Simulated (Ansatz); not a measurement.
SiNi:
```yaml
crystal:
  lattice:
    - [5.08537, 0.00000, 0.00000]
    - [0.00000, 3.36381, 0.00000]
    - [0.00000, 0.00000, 5.51989]
  atoms:
    - { symbol: Si, position: [0.82116, 0.75000, 0.58715] }
    - { symbol: Si, position: [0.17884, 0.25000, 0.41285] }
    - { symbol: Si, position: [0.67884, 0.25000, 0.08715] }
    - { symbol: Si, position: [0.32116, 0.75000, 0.91285] }
    - { symbol: Ni, position: [0.50936, 0.25000, 0.68740] }
    - { symbol: Ni, position: [0.49064, 0.75000, 0.31260] }
    - { symbol: Ni, position: [0.99064, 0.75000, 0.18740] }
    - { symbol: Ni, position: [0.00936, 0.25000, 0.81260] }
```

Relaxed with PBEsol. Special points in fractions of this cell's reciprocal vectors: Γ (0.000, 0.000, 0.000); X (0.500, 0.000, 0.000); S (0.500, 0.500, 0.000); Y (0.000, 0.500, 0.000); Z (0.000, 0.000, 0.500); U (0.500, 0.000, 0.500); R (0.500, 0.500, 0.500); T (0.000, 0.500, 0.500).

Problem. List the band energies nearest the Fermi level at these points for the program Ansatz at the PBEsol level (PAW).

Solution. In eV from the Fermi level; about four levels below and three above (degenerate sets whole), none deeper than 8.9 eV; points with the same levels are listed once.

```json
[
 {"k": "Γ", "below": "-1.82 -1.37 -1.16 -0.94", "above": "0.66 1.40 3.33"},
 {"k": "X", "below": "-2.08 -2.08 -1.89 -1.89", "above": "0.96 0.96 1.09 1.09"},
 {"k": "S", "below": "-1.76 -1.76 -1.76 -1.76", "above": "0.50 0.50 0.50 0.50"},
 {"k": "Y", "below": "-1.47 -1.47 -0.59 -0.59", "above": "2.06 2.06 2.60 2.60"},
 {"k": "Z", "below": "-1.43 -1.43 -0.20 -0.20", "above": "0.81 0.81 3.34 3.34"},
 {"k": "U", "below": "-2.14 -2.14 -0.99 -0.99", "above": "0.84 0.84 2.31 2.31"},
 {"k": "R", "below": "-1.96 -1.96 -1.96 -1.96", "above": "2.65 2.65 2.65 2.65"},
 {"k": "T", "below": "-2.07 -2.07 -1.74 -1.74", "above": "0.19 0.19 1.38 1.38"}
]
```

Space group Pnma. The cell was relaxed with PBEsol under the symmetry of its start; of distortions, only those at the zone centre were tested. The run is not spin-polarised.

Potentials: the later of the program's two PAW sets.
